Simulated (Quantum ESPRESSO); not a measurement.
pw.x input (Quantum ESPRESSO 7.5; PBEsol, PseudoDojo standard norm-conserving files, scalar-relativistic):

```
&CONTROL
  calculation = 'scf'
  pseudo_dir = './pseudo'
  outdir = './out'
  tprnfor = .true.
  tstress = .true.
/
&SYSTEM
  ibrav = 0
  nat = 6
  ntyp = 3
  ecutwfc = 72.0
  ecutrho = 288.0
  occupations = 'smearing'
  smearing = 'fd'
  degauss = 0.002
  nbnd = 19
/
&ELECTRONS
  conv_thr = 6e-10
/
ATOMIC_SPECIES
H 1.0080 H.upf
Ca 40.0780 Ca.upf
Br 79.9040 Br.upf
CELL_PARAMETERS angstrom
  3.902939918000   0.000000000000   0.000000000000
 -1.951469959000   3.380045118000   0.000000000000
  0.000000000000   0.000000000000   6.853530000000
ATOMIC_POSITIONS crystal
H   0.666666667000   0.333333333000   0.850480000000
H   0.333333333000   0.666666667000   0.149520000000
H   0.000000000000   0.000000000000   0.000000000000
Ca   0.666666667000   0.333333333000   0.185760000000
Ca   0.333333333000   0.666666667000   0.814240000000
Br   0.000000000000   0.000000000000   0.500000000000
K_POINTS automatic
9 9 4 0 0 0
```

End of the output:

```

[...]
     the Fermi energy is     8.2072 ev
!    total energy              =    -189.88369580 Ry
     estimated scf accuracy    <          2.4E-10 Ry
     smearing contrib. (-TS)   =      -0.00000000 Ry
     internal energy E=F+TS    =    -189.88369580 Ry
     The total energy is F=E-TS. E is the sum of the following terms:
     one-electron contribution =     -59.43104349 Ry
     hartree contribution      =      37.73451426 Ry
     xc contribution           =     -41.56971603 Ry
     ewald contribution        =    -126.61745055 Ry
     convergence has been achieved in   9 iterations
     Forces acting on atoms (cartesian axes, Ry/au):
     atom    1 type  1   force =     0.00000000   -0.00000000    0.00157242
     atom    2 type  1   force =    -0.00000000    0.00000000   -0.00157242
     atom    3 type  1   force =     0.00000000    0.00000000    0.00000000
     atom    4 type  2   force =    -0.00000000   -0.00000000   -0.00093042
     atom    5 type  2   force =    -0.00000000   -0.00000000    0.00093042
     atom    6 type  3   force =     0.00000000    0.00000000    0.00000000
     Total force =     0.002584     Total SCF correction =     0.000082
     Computing stress (Cartesian axis) and pressure
          total   stress  (Ry/bohr**3)                   (kbar)     P=      -19.15
  -0.00012775   0.00000000   0.00000000          -18.79        0.00        0.00
   0.00000000  -0.00012775  -0.00000000            0.00      -18.79       -0.00
   0.00000000   0.00000000  -0.00013506            0.00        0.00      -19.87
```
In a gapped system the printed Fermi energy is only some level inside the gap.

Spin-orbit coupling is not included.

Geometry of the Materials Project entry, not relaxed at this level.
